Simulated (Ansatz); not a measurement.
IrPt:
```
CELL_PARAMETERS angstrom
      3.11083     0.00000     0.00000
      0.00000     3.11083     0.00000
      0.00000     0.00000     3.11083
ATOMIC_POSITIONS crystal
  Ir 0.00000 0.00000 0.00000
  Pt 0.50000 0.50000 0.50000
```

Relaxed with r²SCAN. Special points in fractions of this cell's reciprocal vectors: Γ (0.000, 0.000, 0.000); X (0.000, 0.500, 0.000); M (0.500, 0.500, 0.000); R (0.500, 0.500, 0.500).

### Question
List the band energies nearest the Fermi level at these points for DFT-r²SCAN in the program Ansatz with PAW potentials.

### Answer
In eV from the Fermi level; about four levels below and three above (degenerate sets whole), none deeper than 8.9 eV; … stands for higher levels left out; points with the same levels are listed once.

| k | below | above |
|---|---|---|
| Γ | -3.76 -3.76 -3.76 -0.89 -0.89 | 1.10 1.10 1.10 |
| X | -2.55 -2.55 -2.08 -1.16 -0.15 | 0.82 15.34 … |
| M | -5.43 -5.43 -1.31 -1.00 -0.83 | 0.06 0.19 0.19 |
| R | -4.48 -4.48 -4.48 -0.92 -0.92 | 0.15 0.15 5.06 |

Space group Pm-3m (CsCl type). The start of the workflow was typed in or built on a structure type; neither database checked (COD, Materials Project) lists it. Its standing as an ambient phase is unchecked. The cell was relaxed with r²SCAN under the symmetry of its start. At this level the phase is mechanically unstable. The run is not spin-polarised. Its formation energy is positive at this level, so the cell may be metastable or incomplete. Scalar-relativistic: spin–orbit coupling is off unless named, which matters more the heavier the elements.

Potentials: the earlier of the program's two PAW sets.
